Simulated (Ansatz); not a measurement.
Relaxed candidate structures of ScF3:

A. Pm-3m (No. 221), cP4, ReO3 type; a = b = c = 4.0206 Å, α = β = γ = 90.00°; Sc 1a (0.000, 0.000, 0.000); F 3d (0.000, 0.000, 0.500)

B. P-1 (No. 2), aP8; a = 4.083 Å, b = 4.971 Å, c = 5.338 Å, α = 77.69°, β = 73.42°, γ = 66.76°; F 2i (0.722, 0.125, 0.399); F 1g (0.000, 0.500, 0.500); F 1c (0.000, 0.500, 0.000); F 2i (0.337, 0.833, 0.081); Sc 2i (0.257, 0.187, 0.253)

C. P6₃/mmc (No. 194), hP8, AFLOW prototype AB3_hP8_194_c_bf (D0_18, as in Na3As); a = b = 3.7381 Å, c = 6.4701 Å, α = β = 90.00°, γ = 120.00°; F 2b (0.000, 0.000, 0.250); F 4f (0.333, 0.667, 0.072); Sc 2d (0.667, 0.333, 0.250)

D. P6₃22 (No. 182), hP8, AFLOW prototype AB3_hP8_182_c_g (as in Fe3C); a = b = 5.128 Å, c = 4.831 Å, α = β = 90.00°, γ = 120.00°; F 6g (0.000, 0.373, 0.000); Sc 2c (0.333, 0.667, 0.250)

E. P-3m1 (No. 164), hP4; a = 3.692 Å, b = 3.692 Å, c = 4.025 Å, α = 90.00°, β = 90.00°, γ = 120.00°; F 1a (0.000, 0.000, 0.000); F 2d (0.667, 0.333, 0.387); Sc 1b (0.000, 0.000, 0.500)

F. Im-3m (No. 229), cI8, AFLOW prototype A3B_cI8_229_b_a (as in H3S); a = b = c = 4.407 Å, α = β = γ = 90.00°; F 6b (0.000, 0.000, 0.500); Sc 2a (0.000, 0.000, 0.000)

Q: Put the candidates in order of energy per atom, lowest first, for PBEsol (plane waves to 420 eV, PAW, scalar-relativistic; Ansatz, a first-principles code).

A: A (reference, the lowest of the structures calculated here), D (+28 meV/atom), B (+68 meV/atom), E (+112 meV/atom), C (+257 meV/atom), F (+944 meV/atom)

Q: Give each candidate's band gap.

A: No candidate is metallic. A: 6.26 eV (no spin-orbit coupling); B: 5.97 eV (no spin-orbit coupling); C: 4.84 eV (no spin-orbit coupling); D: 6.53 eV (no spin-orbit coupling); E: 5.71 eV (no spin-orbit coupling); F: 1.94 eV (no spin-orbit coupling).

Probably no minimum, since a slightly shaken restart fell lower: Im-3m, cI8, AFLOW prototype A3B_cI8_229_b_a (as in H3S) (by 0.82 eV/atom, to Cmcm).  7 generated cells of layers, chains or molecules, poorly bound without dispersion, are left out. Each run could gain symmetry but not lose that of its start, so entries can be saddle points. From databases, or of a type measured for this composition: Pm-3m, cP4, ReO3 type; the others are generated cells (placed on structure types, drawn at random, substituted or restacked) that were not matched to a known phase here. Static energies at zero pressure. No spin polarisation in the result.
